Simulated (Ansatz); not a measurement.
Given:

Starting cell, LiF (rock salt):

```yaml
crystal:
  lattice:
    - [0.00000, 2.00386, 2.00386]
    - [2.00386, 0.00000, 2.00386]
    - [2.00386, 2.00386, 0.00000]
  atoms:
    - { symbol: F, position: [0.00000, 0.00000, 0.00000] }
    - { symbol: Li, position: [0.50000, 0.50000, 0.50000] }
```

In this cell atom 1 (F, nearest neighbour Li at 2.004 Å; its periodic images, 2.8 Å or more away, move with it) is moved by s along Cartesian [110], unit vector (0.707, 0.707, 0.000); all other atoms and the cell stay fixed.

All values below come from PBEsol (plane waves to 420 eV, PAW, scalar-relativistic; Ansatz, an electronic-structure program). k mesh 11×11×11 (Γ-centred), Fermi-Dirac smearing 0.05 eV. The energy includes the smearing's −TS. LiF was relaxed with its symmetry unable to fall. The zero of ΔE is the undisplaced structure.

The scan covers s from -0.200 to 0.200 Å in 11 points.

Problem. Is this a single well or a double well?

Solution. A single well with its minimum at or next to zero displacement.

Problem. Is the energy the same for equal positive and negative displacements?

Solution. Even: the same for both signs. With its periodic images moving along, the atom's site symmetry in this cell is m-3m.

Problem. What is the force constant k = d²E/ds² of this move at s = 0?

Solution. 1.68 eV/Å².

Problem. With two atoms in the cell this is the zone-centre optical mode. What wavenumber follows (transverse: no LO-TO term)?

Solution. 300 cm⁻¹.

(For displaced atoms, the force is minus the slope of the energy, and its curvature is a force constant, which sets phonon frequencies.)
